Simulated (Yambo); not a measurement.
Space group F-43m (No. 216); a = 6.446 Å, b = 6.446 Å, c = 6.446 Å, α = 90.00°, β = 90.00°, γ = 90.00°

```tsv
atom	site	symmetry	x	y	z
Ag	4a	-43m	0.0000	0.0000	0.0000
I	4d	-43m	0.7500	0.7500	0.7500
```
(The calculation used a cell of 2 atoms; values per cell refer to that cell.)

AgI (zinc blende, space group F-43m, No. 216) under isotropic strain (on all lattice vectors), counted from the cell relaxed with PBEsol, atoms relaxed at each step. norm-conserving PBEsol (Quantum ESPRESSO, 82 Ry, scalar-relativistic); G0W0 in Yambo (4×4×4 Γ-centred k mesh, bands 5 to 129 and a 8 Ry block in the screening, 129 bands in G with the Bruneval-Gonze terminator, plasmon pole fitted at 27.2 eV).

Unstrained, the direct gap at Γ is 1.20 eV in PBEsol and 2.38 eV in G0W0.

Question: How fast does it move with strain?

Answer: Between -0.7 % and +1 % the direct gap at Γ has a volume deformation potential dE/dlnV of 0.8 eV in G0W0 and 0.1 eV in PBEsol. (G0W0: 2.364 eV at -0.7 %, 2.405 eV at +1 %; Δ ln V = 3 ln(1.01/0.993) = 0.0509.) Convergence of the GW settings isn't established. Without spin-orbit coupling, band edges of such heavy elements can be off by tenths of an eV.
